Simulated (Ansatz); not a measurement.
LaF:
```
LaF
1.0
    4.33133     0.00000     0.00000
   -2.16567     3.75104     0.00000
    0.00000     0.00000     5.52769
La F
2 2
Direct
  0.33333   0.66667   0.25000
  0.66667   0.33333   0.75000
  0.33333   0.66667   0.75000
  0.66667   0.33333   0.25000
```

Relaxed with PBE. Special points in fractions of this cell's reciprocal vectors: Γ (0.000, 0.000, 0.000); M (0.500, 0.000, 0.000); K (0.333, 0.333, 0.000); A (0.000, 0.000, 0.500); L (0.500, 0.000, 0.500); H (0.333, 0.333, 0.500).

Q: List the band energies nearest the Fermi level at these points for the program Ansatz at the PBE level (PAW).

A: In eV from the Fermi level; about four levels below and three above (degenerate sets whole), none deeper than 8.9 eV; points with the same levels are listed once.

```json
[
 {"k": "Γ", "below": "-7.94 -7.94 -7.82 -7.43 -1.76", "above": "0.17 0.17 0.93"},
 {"k": "M", "below": "-7.45 -0.79 -0.58 -0.49", "above": "0.71 1.11 1.14"},
 {"k": "K", "below": "-7.42 -7.23 -1.65 -0.81", "above": "1.07 1.09 1.09"},
 {"k": "A", "below": "-8.11 -8.11 -8.11 -8.11 -0.27 -0.27", "above": "0.86 0.86 0.86 0.86"},
 {"k": "L", "below": "-7.57 -7.57 -0.53 -0.53", "above": "0.74 0.74 1.06 1.06"},
 {"k": "H", "below": "-7.34 -7.34 -0.63 -0.63", "above": "0.79 0.79 1.05 1.05"}
]
```

Space group P6_3/mmc. The first step of the workflow began from a Materials Project structure, measured or hypothetical; the Crystallography Open Database copy checked does not list it. Its standing as an ambient phase is unchecked. Symmetry was held in the PBE relaxation; whether a distortion lowers the energy is not shown. Scalar-relativistic: spin–orbit coupling is off unless named, which matters more the heavier the elements.

Potentials: the later of the program's two PAW sets.
